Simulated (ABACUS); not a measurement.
Energy against volume for W (Pm-3n, 8 atoms in the cell; from COD 9008583): the cell is scaled uniformly, and the atoms keep their fractional positions.

```xyz
8
Lattice="5.0830 0.0000 0.0000 0.0000 5.0830 0.0000 0.0000 0.0000 5.0830" Properties=species:S:1:pos:R:3 pbc="T T T"
W      0.0000     0.0000     0.0000
W      2.5415     2.5415     2.5415
W      0.0000     2.5415     1.2708
W      0.0000     2.5415     3.8123
W      1.2708     0.0000     2.5415
W      3.8123     0.0000     2.5415
W      2.5415     3.8123     0.0000
W      2.5415     1.2708     0.0000
```

Computed with LDA (PW92), PseudoDojo 0.4 standard norm-conserving LDA (tails mended) pseudopotentials (plane waves; ABACUS 3.10.1).

Held fixed: KPT = MP 4 4 4 0 0 0; basis_type = pw; dft_functional = PWLDA; ecutwfc = 70 Ry; smearing_method = gaussian; smearing_sigma = 0.00367493 Ry; potentials = PseudoDojo 0.4 standard norm-conserving LDA (tails mended); symmetry = 1; ks_solver = cg; scf_nmax = 100; scf_thr = 1.0e-09 Ry; mixing_type = pulay.

The starting cell comes from an entry of a crystal-structure database; it serves only as a starting point and was not checked for soundness. Spin-orbit coupling is left out, which matters for bands and gaps with elements this heavy. No clean gap shows at this smearing width and mesh (spacing up to 0.31 Å⁻¹); the mesh is coarse for partly filled bands, so the values carry mesh errors.

```
V (Å³/atom)  V/V(base)  ΔF (meV/atom, from the lowest row)  pressure (GPa)
-----------  ---------  ----------------------------------  --------------
15.431           0.940                                 1.4            4.14
15.759           0.960                                 0.0           -2.83
16.088           0.980                                12.1           -9.08
16.252           0.990                                22.8          -11.95
16.416           1.000                                36.4          -14.68
16.580           1.010                                52.7          -17.26
16.744           1.020                                71.5          -19.69
17.073           1.040                               116.4          -24.18
17.401           1.060                               170.0          -28.20
```

Q: Estimate the equilibrium volume and the bulk modulus from these points.

A: A third-order Birch-Murnaghan fit gives V0 = 15.63 Å³/atom and B0 = 329 GPa (largest residual 0.01 meV/atom). V0 and B0 belong to these fixed fractional positions and this cell shape; relaxing them, where they are free, usually lowers B0.

“Tails mended”: in these copies of the files the far tail of each local potential was reset to the Coulomb form.
